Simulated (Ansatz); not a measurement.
Starting cell, GaN (zinc blende):

```
CELL_PARAMETERS angstrom
      0.00000     4.49791     4.49791
      2.24896     2.24896     4.49791
      2.24896     2.24896     0.00000
ATOMIC_POSITIONS crystal
  N  0.00000 0.75000 0.75000
  N  0.50000 0.75000 0.75000
  Ga 0.00000 0.00000 0.00000
  Ga 0.50000 0.00000 0.00000
```

A phonon eigenvector at X = (0.5, 0.5, 0.0) is frozen into this cell: atom i moves by Q times the vector below, so Q is the largest atomic displacement, in Å. The cell is held. (q is in reciprocal vectors of the primitive cell; the cell shown is doubled to hold the pattern.)

```csv
atom,x,y,z
N1,0.000,0.000,-1.000
N2,0.000,0.000,1.000
```

Atoms not listed stay in place.

Computed with r2SCAN (plane waves to 500 eV, PAW, scalar-relativistic; Ansatz, a program for electronic structure). k mesh 13×13×13 (Γ-centred), Fermi-Dirac smearing 0.05 eV. E stands for the smeared free energy. GaN was relaxed with its symmetry unable to fall. The zero of ΔE is the undisplaced structure.

```
Q (Å)   ΔE (meV/cell)
------  -------------
-0.180            782
-0.150            545
-0.120            350
-0.090       withheld
-0.060             88
-0.030             22
0.000               0
0.030              22
0.060              88
0.090        withheld
0.120             350
0.150             545
0.180             782
```

Q: Fit an even polynomial form (powers 2, 4) to the given rows and predict ΔE at Q = -0.090.

A: Least squares on the 11 given rows: ΔE = (24440)·Q² + (-9368)·Q⁴, in meV/cell with Q in Å; root-mean-square residual 0.1 meV/cell. At -0.090 the fit gives 197 meV/cell; the calculation gives 197 meV/cell, the same to the digits shown. The quadratic term alone would give 198 meV/cell.

(For displaced atoms, the force is minus the slope of the energy, and its curvature is a force constant, which sets phonon frequencies.)
